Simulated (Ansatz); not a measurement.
Al2O3 (corundum)

```
Al2O3
1.0
    2.40399     1.38794     4.37387
   -2.40399     1.38794     4.37387
    0.00000    -2.77589     4.37387
Al O
4 6
Direct
  0.35213   0.35213   0.35213
  0.14787   0.14787   0.14787
  0.64787   0.64787   0.64787
  0.85213   0.85213   0.85213
  0.55616   0.94384   0.25000
  0.25000   0.55616   0.94384
  0.94384   0.25000   0.55616
  0.44384   0.05616   0.75000
  0.75000   0.44384   0.05616
  0.05616   0.75000   0.44384
```

This relaxed cell (volume V₀) is scaled evenly in all directions, its shape held. The atoms relax within the cell's symmetry.

All values below come from PBE (plane waves to 420 eV, PAW, scalar-relativistic; Ansatz, a quantum-chemistry and plane-wave program). k mesh 8×8×8 (Γ-centred), Fermi-Dirac smearing 0.05 eV. E stands for the smeared free energy. Compression counts positive. With the shape held, the modulus is that of even scaling; a crystal free to change shape is softer. Al2O3 was relaxed with its symmetry unable to fall. The PAW data are Ansatz's earlier set. The zero of ΔE is the relaxed starting cell.

```
V (Å³/atom)  ΔE (meV/atom)
-----------  -------------
8.231                 25.2
8.318                 17.2
8.406                 10.8
8.494                  6.0
8.581                  2.6
8.669                  0.7
8.756                  0.0
8.844                  0.6
8.931                  2.4
9.019             withheld
9.107                  9.4
9.194                 14.5
9.282                 20.5
```

**Question.** Fit a third-order Birch-Murnaghan form (E₀, V₀, B₀, B₀′ free) to the given rows and predict ΔE at V = 9.019.

**Answer.** Least squares on the 12 given rows: ΔE = E₀ + (9V₀B₀/16)·y²·[2 + (B₀′ − 4)y], y = (V₀/V)^(2/3) − 1, with V₀ = 8.757 Å³/atom, B₀ = 230.2 GPa (160.2 GPa = 1 eV/Å³; the term in eV is multiplied by 1000), B₀′ = 4.06, E₀ = 0.00 meV/atom; root-mean-square residual 0.03 meV/atom. At 9.019 the fit gives 5.4 meV/atom; the calculation gives 5.4 meV/atom, the same to the digits shown. For the pressure the fit gives -6.4 GPa against the computed -6.4 GPa.

(A scan under strain: stresses follow from slopes of the energy per volume, elastic moduli from its curvatures.)
